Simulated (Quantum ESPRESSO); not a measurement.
One change at a time to Hf2Mo2V3Zr

These are calculations, not measurements. They come from Quantum ESPRESSO 7.5, a public plane-wave density functional program. Each row is one single-point run on a made-up periodic cell of eight metal atoms, with elements, volume, strain and displacements drawn at random and not relaxed, so a cell may be unstable or far from any real phase. There is no spin polarisation or spin-orbit coupling.

Settings: PBE unless stated; PseudoDojo standard norm-conserving files; Fermi-Dirac width 0.25 eV, which means electrons at about 2900 K; cutoff 1143 eV; 6 x 5 x 4 k mesh shifted half a step off Gamma. E is the free energy of the whole cell (internal energy minus TS), so a -TS column is already part of it. Stress is positive in tension, and the pressure P is minus a third of its trace.

Checks: one run of this series was repeated at a higher cutoff and on a denser mesh, which moved values by no more than 0.004 eV, 0.07 GPa and 0.005 eV/Å, and a second program with other atomic files agreed on it to 2 % rms in force and 0.5 GPa in pressure. Known limits: heavy elements are run without spin-orbit coupling, which real alloys of them have; a spin test at this wide smearing found no moment, but such smearing suppresses magnetism that the real alloy may have.

The lattice is face-centred cubic, and the cell vectors in Å are (-3.978, -0.018, -0.057); (0.039, -3.958, 4.043); (0.055, 6.018, 2.102), a volume of 129.86 Å³ in run 1. The elements on sites 1 to 8 are V Hf Mo Mo Hf Zr V V. Each later run makes one change to run 1 and keeps the rest. E is counted from run 1, and is n/a where other atomic files have another zero of energy.

```
run                           change  V (Å³)  P (GPa)  -TS (eV)  rms force (eV/Å)  largest change of a force component (eV/Å)  E (eV)
  1                             none  129.86    15.82    -2.429             0.685                                       0.000   0.000
  2          sites 4 and 7 exchanged  129.86    15.53    -2.413             0.669                                       0.810  -0.061
  3    all lengths scaled by +1.05 %  134.00    10.00    -2.506             0.626                                       0.122  -0.332
  4           PBEsol in place of PBE  129.86     9.17    -2.432             0.656                                       0.098     n/a
  5                     Ti on site 7  129.86    19.31    -2.320             0.603                                       0.360     n/a
  6  site 3 moved by -0.22 Å along z  129.86    17.11    -2.375             0.969                                       1.668       ?
```

## Worked estimate

Along the move dE = -F dx. The force on site 3 along z is 0.929 eV/Å in run 1 and 2.597 eV/Å in run 6, and the move is -0.22 Å, so the mean force times the move gives an estimate.

## Withheld value

Question: what E should run 6 give?

The estimate is 0.388 eV. The calculation gave 0.386 eV.
